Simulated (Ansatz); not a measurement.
A geometry of Si3N4 away from equilibrium: step 3 of the relaxation of a generated cell, Si3N4 built in a common structure type. The numbers are results of PBEsol (plane waves to 420 eV, PAW, scalar-relativistic; Ansatz, a program for electronic structure), not measurements. Γ-centred k-mesh 5×5×5 on the run's cell (coarser than for final values), Fermi–Dirac smearing 0.05 eV.

```xyz
14
Lattice="-2.9672 2.9672 2.9672 2.9672 -2.9672 2.9672 2.9672 2.9672 -2.9672" Properties=species:S:1:pos:R:3:forces:R:3 pbc="T T T" free_energy=-6758.813 pressure_GPa=4.8
Si     2.2254     0.0000     1.4836    0.0000    0.0000    0.0000
Si     0.7418     0.0000     4.4508    0.0000    0.0000    0.0000
Si     1.4836     2.2254     0.0000    0.0000    0.0000    0.0000
Si     4.4508     0.7418     0.0000    0.0000    0.0000    0.0000
Si     0.0000     1.4836     2.2254    0.0000    0.0000    0.0000
Si     0.0000     4.4508     0.7418    0.0000    0.0000    0.0000
N      0.3381     0.3381     0.3381   -1.8302   -1.8302   -1.8302
N     -0.3381     2.6291     0.3381    1.8302    1.8302   -1.8302
N      2.6291     0.3381    -0.3381    1.8302   -1.8302    1.8302
N      0.3381    -0.3381     2.6291   -1.8302    1.8302    1.8302
N      1.8217     1.8217     1.8217   -1.8302   -1.8302   -1.8302
N      1.1455     4.1128    -1.1455    1.8302    1.8302   -1.8302
N     -1.1455     1.1455     4.1128   -1.8302    1.8302    1.8302
N      4.1128    -1.1455     1.1455    1.8302   -1.8302    1.8302
```

Positions in Å, forces in eV/Å, free energy of the cell in eV (comparable only within this code, potentials and settings). Largest force: 3.17 eV/Å, on N7, N8, N9, N10, N11, N12, N13, N14 (atoms numbered as listed); the geometry lies 0.99 eV/atom above the end of its relaxation.

No spin polarisation in the result.

The run could not lose the symmetry of its start.

The first start was generated by placing the elements on the sites of a structure type. A measured structure of Si3N4 has the same space group, I-43d (No. 220); the sites were not compared with it. Another known form has space group No. 176.
